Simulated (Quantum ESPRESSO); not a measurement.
GaGe6P (made-up cell) (calculated)

Computed with Quantum ESPRESSO 7.5. Calculation on a made-up crystal cell, not a measurement: periodic Kohn-Sham density functional theory in plane waves with PseudoDojo standard norm-conserving scalar-relativistic pseudopotentials, each functional with its own files (v0.5 for PBE, v0.4.1 for LDA and PBEsol), no spin polarisation, no spin-orbit coupling, atoms not relaxed, stress positive in tension, energies less a fixed whole-eV offset for each atom's element; levels are Kohn-Sham levels at fractions of this cell's reciprocal vectors, counted from the reference band (half the neutral cell's valence electrons, rounded up) at Gamma; error bars cover cutoff and k-mesh only, not smearing or the files; added strain carries the atoms with the cell, and shear is the tensor component; each bar is the largest change over components, and at least 0.002 eV, 0.002 eV per angstrom or 0.02 GPa; energies are for the whole cell, and the offsets were chosen from early runs and are not element reference energies.

Common to all runs: lattice type zincblende/diamond; functional pbe; cutoff 1088 eV; fermi dirac smearing 0.1 eV; scf tolerance 1e-07 eV; electrons removed 0; added strain kind zz; k mesh 6 x 6 x 6, shifted by half a step.

```yaml
- entry: 1
  formula: GaGe6P
  kind: "made-up cell"
  unstrained_structure:
    cell_angstrom:
      - [5.8695, 0.0104, -0.0556]
      - [0.0104, 5.7975, 0.0456]
      - [-0.0556, 0.0456, 5.9482]
    atoms_fractional:
      - [Ga, 0.00869, -0.00739, -0.00509]
      - [Ge, -0.01002, 0.50016, 0.50539]
      - [Ge, 0.5056, 0.00196, 0.49032]
      - [P, 0.50699, 0.5041, 0.00207]
      - [Ge, 0.24506, 0.24769, 0.25143]
      - [Ge, 0.25805, 0.75205, 0.75947]
      - [Ge, 0.75039, 0.25383, 0.75318]
      - [Ge, 0.74557, 0.74834, 0.25141]
  given:
    added_strain: -0.0245
    structure_shown: "before the added strain of -0.0245"
    atom_site: [1, 2, 3, 4, 5, 6, 7, 8]
    "atom_energy_offset [eV]": [-2080, -2430, -2430, -189, -2430, -2430, -2430, -2430]
  results:
    "stress_xx [GPa]": null
    "fermi_level [eV]": null
    "stress_yz [GPa]": null
    "stress_xy [GPa]": null
- entry: 2
  formula: GaGe6P
  kind: "made-up cell"
  unstrained_structure:
    cell_angstrom:
      - [5.8695, 0.0104, -0.0556]
      - [0.0104, 5.7975, 0.0456]
      - [-0.0556, 0.0456, 5.9482]
    atoms_fractional:
      - [Ga, 0.00869, -0.00739, -0.00509]
      - [Ge, -0.01002, 0.50016, 0.50539]
      - [Ge, 0.5056, 0.00196, 0.49032]
      - [P, 0.50699, 0.5041, 0.00207]
      - [Ge, 0.24506, 0.24769, 0.25143]
      - [Ge, 0.25805, 0.75205, 0.75947]
      - [Ge, 0.75039, 0.25383, 0.75318]
      - [Ge, 0.74557, 0.74834, 0.25141]
  given:
    added_strain: -0.0171
    structure_shown: "before the added strain of -0.0171"
    atom_site: [1, 2, 3, 4, 5, 6, 7, 8]
    "atom_energy_offset [eV]": [-2080, -2430, -2430, -189, -2430, -2430, -2430, -2430]
  results:
    "stress_xx [GPa]": null
    "stress_yy [GPa]": null
    "stress_xy [GPa]": null
    "pressure [GPa]": null
```

To be estimated
1. What stress xx does the calculation give for GaGe6P (made-up cell) (entry 1)?
2. Give the missing fermi level for GaGe6P (made-up cell) (entry 1).
3. Give the missing stress yz for GaGe6P (made-up cell) (entry 1).
4. What stress xy does the calculation give for GaGe6P (made-up cell) (entry 1)?
5. Estimate the stress xx of GaGe6P (made-up cell) (entry 2).
6. What stress yy does the calculation give for GaGe6P (made-up cell) (entry 2)?
7. GaGe6P (made-up cell) (entry 2): stress xy?
8. Give the missing pressure for GaGe6P (made-up cell) (entry 2).

Answers
1. 3.041 GPa
2. -0.09918 eV
3. 0.6589 GPa
4. 0.7456 GPa
5. 3.226 GPa
6. 2.537 GPa
7. 0.7202 GPa
8. -2.888 GPa

Further results for GaGe6P (made-up cell) (entry 1):

- free energy less offsets: -3.443 eV
- smearing term minus ts: -0.03079 eV
- scf iterations: 10
- pressure: -2.552 GPa
- stress yy: 2.333 GPa
- stress zz: 2.28 GPa
- stress xz: -0.8261 GPa
- reference band: 51
- error bar energy: 0.00237 eV
- error bar stress: 0.02 GPa
- error bar force: 0.002868 eV/Å
- error bar next band up: 0.002 eV
- error bar fermi level: 0.006118 eV
- error bars from: tighter rerun of a related cell

Forces:
| site | x (eV/Å) | y (eV/Å) | z (eV/Å) |
| --- | --- | --- | --- |
| 1 | -0.3917 | 0.1805 | 0.333 |
| 2 | 0.729 | 0.05963 | 0.03017 |
| 3 | -0.2145 | -0.01636 | 0.6226 |
| 4 | -0.3144 | -0.3793 | 0.09891 |
| 5 | -0.2311 | 0.2331 | -0.3621 |
| 6 | -0.09908 | -0.008829 | -0.4515 |
| 7 | 0.02628 | -0.459 | 0.3457 |
| 8 | 0.4956 | 0.3902 | -0.6168 |

Levels:
| level k point | next band up (eV) |
| --- | --- |
| Gamma | 0.193 |
| (1/2,1/2,1/2) | -0.3879 |
| (0.15,0,0) | 0.2052 |
| (0,0.15,0) | 0.1983 |
| (0,0,0.15) | 0.3786 |

Further results for GaGe6P (made-up cell) (entry 2):

* free energy less offsets: -3.419 eV
* smearing term minus ts: -0.03163 eV
* scf iterations: 10
* stress zz: 2.901 GPa
* stress yz: 0.6439 GPa
* stress xz: -0.803 GPa
* fermi level: -0.1155 eV
* reference band: 51
* error bar energy: 0.00237 eV
* error bar stress: 0.02 GPa
* error bar force: 0.002868 eV/Å
* error bar next band up: 0.002 eV
* error bar fermi level: 0.006118 eV
* error bars from: tighter rerun of a related cell

Forces:
| site | x (eV/Å) | y (eV/Å) | z (eV/Å) |
| --- | --- | --- | --- |
| 1 | -0.383 | 0.1805 | 0.3304 |
| 2 | 0.7094 | 0.05628 | 0.02564 |
| 3 | -0.2125 | -0.01539 | 0.6151 |
| 4 | -0.3088 | -0.3674 | 0.09363 |
| 5 | -0.2319 | 0.2194 | -0.3527 |
| 6 | -0.09777 | -0.004642 | -0.4447 |
| 7 | 0.03194 | -0.4524 | 0.3359 |
| 8 | 0.4926 | 0.3836 | -0.6032 |

Levels:
| level k point | next band up (eV) |
| --- | --- |
| Gamma | 0.1532 |
| (1/2,1/2,1/2) | -0.4204 |
| (0.15,0,0) | 0.19 |
| (0,0.15,0) | 0.1831 |
| (0,0,0.15) | 0.3705 |
